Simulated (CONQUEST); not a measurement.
Worked example: self-consistent single point of TiO₂ (P4_2/mnm, 6 atoms in the cell; from Materials Project mp-2657) in CONQUEST.

Method: PBE, numerical atomic orbitals double-zeta with polarisation (the shipped basis), PseudoDojo norm-conserving potentials made for PBE (CONQUEST).

```
TiO2
1.0
    4.59984     0.00000     0.00000
    0.00000     4.59984     0.00000
    0.00000     0.00000     2.95921
Ti O
2 4
Direct
  0.50000   0.50000   0.00000
  0.00000   0.00000   0.50000
  0.69568   0.69568   0.50000
  0.30432   0.30432   0.50000
  0.80432   0.19568   0.00000
  0.19568   0.80432   0.00000
```

Reference input (self-consistent single point, DFT, PBE, numerical atomic orbitals double-zeta with polarisation (the shipped basis), PseudoDojo norm-conserving potentials made for PBE): basis = DZP; Diag.MPMeshX, Y, Z = 4 4 6; potentials = PseudoDojo norm-conserving PBE; Grid.GridCutoff = 175 Ha; DM.SolutionMethod = diagon; Diag.kT = 0.000367 Ha; minE.SCTolerance = 1.0e-06; SC.MaxIters = 100; SC.LinearMixingFactor = 0.5; SC.KerkerPreCondition = true; SC.KerkerFactor = 0.1 1/bohr; AtomMove.TypeOfRun = static. This run's input differs from it in these lines:

```diff
@@ -14,3 +14,3 @@
 
-Grid.GridCutoff                175
+Grid.GridCutoff                228
 DM.SolutionMethod              diagon
```

Log, with long lists cut:

```
    new_SC_potl: Starting.  Tolerance:  0.10000E-05

    PulayMixSC: Starting Pulay mixing, A_up =  0.500 A_dn =  0.500
    PulayMixSC: Spin non-polarised calculation.
    PulayMixSC: with Kerker preconditioning, q0 =  0.100
          Harris-Foulkes Energy            :      -185.459997715039776 Ha
          (TS=0 as O(N) or entropic contribution is negligible)
          DFT Total Energy                 :      -184.409350659603831 Ha
          Total number of electrons        :        48.000000000000085
    PulayMixSC: Pulay iteration     1 residual:              0.10080E-01
   [... lines left out ...]
          (TS=0 as O(N) or entropic contribution is negligible)
          DFT Total Energy                 :      -185.153485033352581 Ha
          Total number of electrons        :        48.000016005132764
    PulayMixSC: Pulay iteration     8 residual:              0.10734E-04
          Harris-Foulkes Energy            :      -185.153486172628902 Ha
          (TS=0 as O(N) or entropic contribution is negligible)
          DFT Total Energy                 :      -185.153486173736951 Ha
          Total number of electrons        :        48.000015979171394
    PulayMixSC: Pulay iteration     9 residual:              0.44966E-06
    PulayMixSC: Reached SCF tolerance of  0.44966E-06 after      9 iterations
      | Number of electrons      =        48.000016
      |* band energy as 2Tr[K.H] =       -45.717232003388524 Ha
      |  screened ion-ion energy =      -143.293044464014230 Ha
      |  Ha correction           =        -0.140726096694805 Ha
      |  XC correction           =         3.997513812928814 Ha
      |* Harris-Foulkes energy   =      -185.153486172628902 Ha
      |* DFT total energy        =      -185.153486173736951 Ha
      |  estimated accuracy      =         0.000000001108049 Ha

    force: Forces on atoms (Ha/a0)
    force:  Atom   X              Y              Z
    force:     1  -0.0000000018  -0.0000000018   0.0000000000
    force:     2  -0.0000000002  -0.0000000002  -0.0000000029
   [... lines left out ...]
    force: Maximum force :        0.00000943(Ha/a0) on atom         4 in x direction
   [... lines left out ...]
    force: Force Residual:        0.00001089 Ha/a0
    force: Total stress:         -5.89113661     0.00000007     0.00000000 GPa
                             0.00000003    -5.89113660    -0.00000000
                             0.00000000     0.00000000    -6.56431705
    force: Average pressure:      6.11553008 GPa

    force: Finished force
    get_E_and_F: Change in energy during last step of electronic optimisation:  0.30353E-06
```

The run converged in 9 iterations. CONQUEST prints the stress tensor with tension positive. Against the reference run the free energy stays essentially unchanged (within 1 meV/atom) and the pressure goes from 6.23 to 6.12 GPa.

The program uses no crystal symmetry, so grid and mesh can part values that symmetry would make equal. The atom-centred basis is finite, which shifts total energies and pressures against plane waves. This run is one point of a test of settings, so its values need not be converged; read them against the reference run alone. The structure comes from a collection of computed structures, made at another level of theory; the collection holds predicted forms beside known ones.

Cost on one core: very roughly 60 core-seconds.
